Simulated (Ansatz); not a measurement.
TiSi (rock salt, space group No. 225), DFT-r²SCAN in the program Ansatz with PAW potentials, all energies at zero smearing, with the estimated change up to a 700 eV cutoff added, with one set of potentials and settings (totals compare only within such a set). Cell of 2 atoms (1 Si, 1 Ti): -3144.368 eV.

```csv
element,reference phase,E (eV/atom)
Si,"Fd-3m, 2 atoms in the cell",-639.0667
Ti,"P6/mmm, 3 atoms in the cell",-2504.3896
```

Formation energy per atom, worked out: (-3144.368 − 1×(-639.0667) − 1×(-2504.3896))/2 = -0.456 eV/atom (-44 kJ per mol of atoms), at 0 K, without zero-point energy or fitted corrections.

Space group Fm-3m (rock salt). The cell is a constructed one: a structure type filled with these elements; neither database checked (COD, Materials Project) lists it. COD files the formula under space group No. 25, so this cell is another polymorph or a model. Its standing as an ambient phase is unchecked. Symmetry was held in the r²SCAN relaxation; whether a distortion lowers the energy is not shown. The run is not spin-polarised. The references are the lowest solids computed at this level, not always the standard phases.

Potentials: the later of the program's two PAW sets.
